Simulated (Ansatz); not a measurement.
The relaxed structure here is a generated cell of CdS: the first start was made by placing the elements on the sites of a structure type, and the end was not matched to a known phase here, so it may be hypothetical. Known forms of CdS include space group No. 186, 216.

A relaxed structure of CdS. Space group Pccm (No. 49). All values below come from PBE (plane waves to 420 eV, PAW, scalar-relativistic; Ansatz, a first-principles code).

```cif
data_Cd4S4
_chemical_formula_sum 'Cd4 S4'
_space_group_name_H-M_alt 'P 1'
_space_group_IT_number 1
_cell_length_a 4.03205
_cell_length_b 6.94082
_cell_length_c 7.72850
_cell_angle_alpha 90.000
_cell_angle_beta 90.000
_cell_angle_gamma 90.000
loop_
_space_group_symop_operation_xyz
  'x, y, z'
loop_
_atom_site_label
_atom_site_type_symbol
_atom_site_fract_x
_atom_site_fract_y
_atom_site_fract_z
_atom_site_occupancy
Cd1 Cd 0.50000 0.00000 0.00000 1
Cd2 Cd 0.50000 0.00000 0.50000 1
Cd3 Cd 0.00000 0.50000 0.25000 1
Cd4 Cd 0.00000 0.50000 0.75000 1
S1 S 0.09060 0.25707 0.00000 1
S2 S 0.90940 0.25707 0.50000 1
S3 S 0.90940 0.74293 0.00000 1
S4 S 0.09060 0.74293 0.50000 1
```

```json
{
 "volume_per_atom": "27.04 Å³",
 "band_gap": "0.36 eV, direct at Γ (no spin-orbit coupling)",
 "shortest_distances": "Cd–S 2.43 Å; S–S 3.45 Å",
 "k-mesh": "8×5×5"
}
```

Band energies at high-symmetry points (eV from the VBM; labels of this space group; no spin-orbit coupling), from −5 eV up to 5.4 eV:

```tsv
point	energies
Γ	-4.59 -4.45 -3.84 -2.56 -1.60 -1.53 -1.38 -0.46 -0.37 -0.28 -0.23 0.00 0.36 1.07 2.76 4.06 4.30 4.63 5.27
X	-4.03 -3.92 -3.57 -3.55 -3.33 -2.38 -2.36 -2.25 -1.16 -0.66 -0.59 -0.28 2.27 2.46 3.04 3.36 3.55 3.82 4.54
S	-4.16 -3.61 -3.56 -3.15 -2.46 -2.44 -2.33 -1.70 -1.45 -1.33 -1.29 -0.28 2.28 2.54 2.84 2.95 3.14 3.81 4.76
Y	-4.13 -3.58 -3.37 -3.24 -2.93 -2.15 -1.21 -0.88 -0.82 -0.61 -0.45 -0.32 2.37 2.43 2.78 3.22 4.05 4.93 5.05
Z	-4.37 -4.37 -3.22 -3.22 -1.89 -1.89 -0.98 -0.98 -0.41 -0.41 -0.27 -0.27 1.73 1.73 2.57 2.57 4.89 4.89
U	-3.88 -3.88 -3.85 -3.85 -2.45 -2.45 -2.25 -2.25 -1.27 -1.27 -0.44 -0.44 2.51 2.51 2.93 2.93 3.84 3.84
R	-3.98 -3.98 -2.92 -2.92 -2.59 -2.59 -2.10 -2.10 -1.38 -1.38 -1.09 -1.09 2.22 2.22 2.87 2.87 4.25 4.25 5.14 5.14
T	-3.77 -3.77 -2.85 -2.85 -2.35 -2.35 -2.03 -2.03 -0.84 -0.84 -0.47 -0.47 3.14 3.14 3.28 3.28 4.75 4.75 4.93 4.93
```

No spin polarisation in the result.

The run could not lose the symmetry of its start, so the end can be a saddle point.

It was reached from a disturbed copy of a P4₂/mmc (No. 131) cell, against which it lies -0.02 eV/atom.
